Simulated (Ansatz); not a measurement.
MgAlNO in space group P3m1 (No. 156; Al on 1b, Mg on 1c, O on 1b, N on 1c), DFT-PBEsol in the program Ansatz with PAW potentials, all energies at zero smearing, with the estimated change up to a 700 eV cutoff added, with one set of potentials and settings (totals compare only within such a set). Cell of 4 atoms (1 Al, 1 Mg, 1 O, 1 N): -3381.515 eV.

| element | reference phase | E (eV/atom) |
|---|---|---|
| Al | Fm-3m, 1 atoms in the cell | -524.5512 |
| Mg | P6_3/mmc, 2 atoms in the cell | -1912.0525 |
| O | C2/m, 4 atoms in the cell, spin-polarised | -558.3609 |
| N | Pa-3, 8 atoms in the cell | -378.4910 |

Formation energy per atom, worked out: (-3381.515 − 1×(-524.5512) − 1×(-1912.0525) − 1×(-558.3609) − 1×(-378.4910))/4 = -2.015 eV/atom (-194 kJ per mol of atoms), at 0 K, without zero-point energy or fitted corrections.

The start of the workflow was typed in or built on a structure type; neither database checked (COD, Materials Project) lists it. Whether it is the stable phase at ambient conditions was not checked. Symmetry was held in the PBEsol relaxation; whether a distortion lowers the energy is not shown. The volume moved by -22 % from the start of the relaxation. The references are the lowest solids computed at this level, not always the standard phases (solids in place of the gases).

Potentials: the earlier of the program's two PAW sets. The files were generated under PBE; for other functionals the program regenerates the frozen cores, and for LDA and PBEsol the local potential too.
